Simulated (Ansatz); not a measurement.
AlAs:
```xyz
2
Lattice="0.0000 2.8144 2.8144 2.8144 0.0000 2.8144 2.8144 2.8144 0.0000" Properties=species:S:1:pos:R:3 pbc="T T T"
Al     0.0000     0.0000     0.0000
As     1.4072     1.4072     1.4072
```

This is the LDA-relaxed structure.

Problem. All from LDA in the plane-wave PAW code Ansatz, unless another level is named. Give the static dielectric constant ε0 (ions relaxed, cell fixed).

Solution. 11.4.

Problem. Predict the Born charges (a third of the trace).

Solution. Al +2.15, As -2.15 e.

Problem. Predict the electronic dielectric constant ε∞ (DFPT).

Solution. 9.44.

Problem. Next, the largest static χ(2) component?

Solution. 72 pm/V.

Space group F-43m (zinc blende). Symmetry was held in the LDA relaxation. Scalar-relativistic: spin–orbit coupling is off unless named, which matters more the heavier the elements.

Potentials: the earlier of the program's two PAW sets. The files were generated under PBE; for other functionals the program regenerates the frozen cores, and for LDA and PBEsol the local potential too.
